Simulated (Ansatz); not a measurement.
Relaxed TiB₂ (AlB2 type, space group P6/mmm):

```xyz
3
Lattice="3.0318 0.0000 0.0000 -1.5159 2.6256 0.0000 0.0000 0.0000 3.2243" Properties=species:S:1:pos:R:3 pbc="T T T"
Ti     0.0000     0.0000     0.0000
B      0.0000     1.7504     1.6121
B      1.5159     0.8752     1.6121
```

In each cell atom 1 (Ti, nearest neighbour B at 2.380 Å; its periodic images, 3.0 Å or more away, move with it) moves by s·(0.637, 0.368, -0.677) (towards the nearest neighbour), the rest being held.

Calculation: PBE (plane waves to 420 eV, PAW, scalar-relativistic; Ansatz, a quantum-chemistry and plane-wave program). k mesh 14×14×12 (Γ-centred), Fermi-Dirac smearing 0.05 eV. Energies are smeared free energies. With partly filled bands, energies and forces of such displacements shift with the k mesh and the smearing. The PAW data are Ansatz's earlier set. TiB2 is run without spin polarisation. TiB2 was relaxed with its symmetry unable to fall. The zero of ΔE is the undisplaced structure. The last digit holds for this mesh only.

```csv
s (Å),ΔE (meV/cell)
-0.240,424.6
-0.192,268.8
-0.144,150.0
-0.096,66.3
-0.048,16.5
0.000,0.0
0.048,16.5
0.096,66.3
0.144,150.0
0.192,268.8
0.240,424.6
```

What force constant k = d²E/ds² at s = 0 does the table give?

14 eV/Å². It is the second difference of the nearest points, corrected with the next pair.

With k = 14.34 eV/Å² from the forces, is the well harmonic out to s = 0.240 Å?

½ks² = 413 meV/cell against the computed 425 meV/cell, so the well is close to harmonic there.

(For displaced atoms, the force is minus the slope of the energy, and its curvature is a force constant, which sets phonon frequencies.)
